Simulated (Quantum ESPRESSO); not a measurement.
MgAl3N3O (made-up cell) (calculated)

All values are calculated (Quantum ESPRESSO 7.5). Calculation on a made-up crystal cell, not a measurement: periodic Kohn-Sham density functional theory in plane waves with PseudoDojo standard norm-conserving scalar-relativistic pseudopotentials, each functional with its own files (v0.5 for PBE, v0.4.1 for LDA and PBEsol), no spin polarisation, no spin-orbit coupling, atoms not relaxed, stress positive in tension, energies less a fixed whole-eV offset for each atom's element; levels are Kohn-Sham levels at fractions of this cell's reciprocal vectors, counted from the reference band (half the neutral cell's valence electrons, rounded up) at Gamma; error bars cover cutoff and k-mesh only, not smearing or the files; added strain carries the atoms with the cell, and shear is the tensor component; each bar is the largest change over components, and at least 0.002 eV, 0.002 eV per angstrom or 0.02 GPa; energies are for the whole cell, and the offsets were chosen from early runs and are not element reference energies.

### MgAl3N3O (made-up cell)

Unstrained structure:
```
MgAl3N3O
1.0
      4.0828    -0.0107     0.0470
     -0.0107     4.1650    -0.0597
      0.0470    -0.0597     4.1077
Mg Al N O
1 3 3 1
Direct
  -0.03497 -0.03007 0.00583
  -0.02276 0.51581 0.50901
  0.53778 -0.03413 0.48073
  0.51651 0.50691 0.00900
  0.45835 -0.02306 0.03408
  0.50697 0.47002 0.52244
  1.02429 0.02038 0.47941
  0.98721 0.51320 -0.00006
```

- lattice type: rocksalt
- functional: pbe
- cutoff: 1143 eV
- fermi dirac smearing: 0.025 eV
- scf tolerance: 1e-07 eV
- electrons removed: 0
- added strain kind: shear xy
- added strain: -0.0059
- k mesh: 4 x 4 x 4, shifted by half a step
- structure shown: before the added strain of -0.0059

Atoms:
| atoms element | atom site | atom energy offset (eV) |
| --- | --- | --- |
| Mg | 1 | -1617 |
| Al | 2 | -64 |
| Al | 3 | -64 |
| Al | 4 | -64 |
| N | 5 | -283 |
| N | 6 | -283 |
| N | 7 | -283 |
| O | 8 | -452 |

Question: Give the missing stress xy for MgAl3N3O (made-up cell).
Answer: -3.041 GPa

Question: Give the table of levels values for MgAl3N3O (made-up cell).
Answer: 
Levels:
| level k point | next band up (eV) |
| --- | --- |
| Gamma | 2.214 |
| (1/2,1/2,1/2) | 3.481 |
| (0.15,0,0) | 2.691 |
| (0,0.15,0) | 2.735 |
| (0,0,0.15) | 2.746 |

Further results for MgAl3N3O (made-up cell):

* free energy less offsets: 0.2059 eV
* smearing term minus ts: 0 eV
* scf iterations: 11
* pressure: 7.235 GPa
* stress xx: -11.45 GPa
* stress yy: 3.885 GPa
* stress zz: -14.14 GPa
* stress yz: -9.214 GPa
* stress xz: 6.172 GPa
* reference band: 20
* error bar energy: 0.003494 eV
* error bar stress: 0.02 GPa
* error bar force: 0.006546 eV/Å
* error bar next band up: 0.002 eV
* error bars from: tighter rerun of a related cell

Forces:
| site | x (eV/Å) | y (eV/Å) | z (eV/Å) |
| --- | --- | --- | --- |
| 1 | 1.562 | 2.52 | -1.316 |
| 2 | 2.205 | -1.418 | -0.1005 |
| 3 | -2.295 | 1.883 | 1.87 |
| 4 | -1.815 | -1.373 | -0.18 |
| 5 | 2.735 | 0.0227 | -2.228 |
| 6 | -0.06891 | 1.49 | -0.6161 |
| 7 | -1.971 | -1.507 | 2.532 |
| 8 | -0.3528 | -1.618 | 0.03949 |
